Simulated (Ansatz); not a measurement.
BiIrS:
```xyz
12
Lattice="6.1333 0.0000 0.0000 0.0000 6.1333 0.0000 0.0000 0.0000 6.1333" Properties=species:S:1:pos:R:3 pbc="T T T"
Bi     0.8000     3.8666     5.3333
Bi     2.2666     2.2666     2.2666
Bi     3.8666     5.3333     0.8000
Bi     5.3333     0.8000     3.8666
Ir     2.9097     5.9763     3.2236
Ir     0.1570     0.1570     0.1570
Ir     5.9763     3.2236     2.9097
Ir     3.2236     2.9097     5.9763
S      5.4112     2.3445     0.7221
S      3.7887     3.7887     3.7887
S      2.3445     0.7221     5.4112
S      0.7221     5.4112     2.3445
```

Relaxed with PBEsol.

**Question.** Map the electron localisation function on the plane through (0.370, 0.370, 0.370) spanned by u = [1, 0, 0] and v = [0, 1, 1] in lattice vectors, from plane-wave PAW PBEsol (Ansatz code).

**Answer.** x is the fraction of u, y of v (the angle between them is 90°; rows are the nearest grid lines); atoms in the plane: Bi at (0.00, 0.00), Ir at (0.66, 0.66), S at (0.25, 0.25).
```
|40124432100012232223333444442114|
|11245442100123444432222233444211|
|33444432100124555543211122345443|
|44443321000134666654211001123344|
|11111100000123455543322221100111|
|00000000000112233222334443211000|
|11111111111122232334555543322111|
|66654332333344334677777753234556|
|88876433333444334675346763235678|
|78876433333444434577777643334677|
|67765433333344333466665433333456|
|22322111222222233333333343321122|
|00000000000000112233444443321000|
|00000111110000001123444443322100|
|00011233432110000123444444332100|
|01246788888753111234444444332100|
|12478876568987422334454443321001|
|13688620016998532333334444321001|
|13689840028997423444333343321001|
|23589999899974236777666433332222|
|33345788876532367755676433444333|
|33443333221223356777764235544433|
|11244332111123334567653345444211|
|40124432100012232223333444442114|
```
Scale: ten equal steps from 0.002 (start of '0') to 0.893 (end of '9'), in the order '0123456789'; x runs from 0.000 to 1.00, y from 0.000 (bottom) to 1.00 (top).

The density is the valence pseudo-density with augmentation charge, so density and ELF within about 1 Å of a nucleus are not all-electron values.

Space group P2_13. The workflow started from a Materials Project entry (that database holds measured and hypothetical structures alike); the Crystallography Open Database copy checked does not list it. Its standing as an ambient phase is unchecked. The cell was relaxed with PBEsol under the symmetry of its start; its stability against distortions is not shown here. No spin polarisation was allowed. Scalar-relativistic: spin–orbit coupling is off unless named, which matters more the heavier the elements.

Potentials: the later of the program's two PAW sets.
